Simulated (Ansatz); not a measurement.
Nb$_{2}$O$_{5}$:
```
CELL_PARAMETERS angstrom
      3.82213     0.00000     0.00000
      0.00000    12.91801     0.00000
      0.00000     0.00000     3.97911
ATOMIC_POSITIONS crystal
  Nb 0.00000 0.14631 0.93000
  Nb 0.00000 0.85369 0.93000
  Nb 0.50000 0.35369 0.07000
  Nb 0.50000 0.64631 0.07000
  O  0.00000 0.00000 0.98674
  O  0.50000 0.50000 0.01326
  O  0.00000 0.14896 0.48434
  O  0.00000 0.85104 0.48434
  O  0.50000 0.35104 0.51566
  O  0.50000 0.64896 0.51566
  O  0.50000 0.18474 0.99406
  O  0.50000 0.81526 0.99406
  O  0.00000 0.31526 0.00594
  O  0.00000 0.68474 0.00594
```

Relaxed with r²SCAN.

Question: Give the Bader charges and basin volumes of the independent atoms, plane-wave PAW r²SCAN (Ansatz code).

Answer: 

```tsv
atom	Bader charge (e)	Bader volume (Å³)
Nb1	+2.88	9.5
O5	-1.15	17.8
O7	-1.08	15.8
O11	-1.23	13.6
```

Space group Pmmn. The start of the workflow was typed in or built on a structure type; neither database checked (COD, Materials Project) lists it. COD files the formula under space group No. 3, 15, 139. Its standing as an ambient phase is unchecked. Symmetry was held in the r²SCAN relaxation; whether a distortion lowers the energy is not shown. The workflow began spin-polarised and lost its moments.

Potentials: the earlier of the program's two PAW sets. The files were generated under PBE; for other functionals the program regenerates the frozen cores, and for LDA and PBEsol the local potential too.
